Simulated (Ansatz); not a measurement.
Ta (bcc, W type), conventional cell a = b = c = 3.2820 Å, α = β = γ = 90.00°. The calculation uses the primitive cell of 1 atom, to which meshes and values per cell refer.

Grid over V/V₀ and (c/a)/(c/a)₀, subscript 0 meaning the relaxed cell; the conventional c axis lies along z; no internal relaxation.

Method: PBEsol (plane waves to 420 eV, PAW, scalar-relativistic; Ansatz, an electronic-structure program). k mesh 20×20×20 (Γ-centred), Fermi-Dirac smearing 0.05 eV. Stress and pressure are positive under compression. With partly filled bands, the response to shear is sensitive to the k mesh, so small differences along c/a are uncertain. Spin-orbit coupling is left out, though Ta is heavy. Ta is run without spin polarisation. Ta was relaxed with its symmetry unable to fall. The last digit holds for this mesh only.

Changes of σxx (GPa) from the point V/V₀ = 1.000, (c/a)/(c/a)₀ = 1.000 when one coordinate moves alone (two changes are said to add if the coupling is within 5 % of the smaller one, nearly so within 20 %):

```
point                               change
----------------------------------  ------
V/V₀ = 1.000, (c/a)/(c/a)₀ = 0.920   -2.05
V/V₀ = 1.000, (c/a)/(c/a)₀ = 0.960   -1.52
V/V₀ = 0.920, (c/a)/(c/a)₀ = 1.000   20.28
V/V₀ = 0.960, (c/a)/(c/a)₀ = 1.000    9.19
V/V₀ = 1.040, (c/a)/(c/a)₀ = 1.000   -7.62
V/V₀ = 1.080, (c/a)/(c/a)₀ = 1.000  -13.92
V/V₀ = 1.000, (c/a)/(c/a)₀ = 1.040    1.68
V/V₀ = 1.000, (c/a)/(c/a)₀ = 1.080    3.28
```

Question: What is the change at V/V₀ = 1.040, (c/a)/(c/a)₀ = 0.960, where both move, and how far is it from the sum?

Answer: The sum of the single changes is -7.62 + (-1.52) = -9.14; the calculation gives -8.89, so the coupling contributes 0.25 (under 20 % of the smaller single change, nearly additive).

Question: Do the two effects add at V/V₀ = 1.040, (c/a)/(c/a)₀ = 0.920? Give the computed change.

Answer: The sum of the single changes is -7.62 + (-2.05) = -9.67; the calculation gives -9.29, so the coupling contributes 0.38 (under 20 % of the smaller single change, nearly additive).

Question: What is the change at V/V₀ = 0.920, (c/a)/(c/a)₀ = 0.960, where both move, and how far is it from the sum?

Answer: The sum of the single changes is 20.28 + (-1.52) = 18.76; the calculation gives 18.32, so the coupling contributes -0.44 (over 20 % of the smaller single change, not additive).

(Under strain, the slope of the energy per volume gives the stress and its curvature an elastic modulus.)
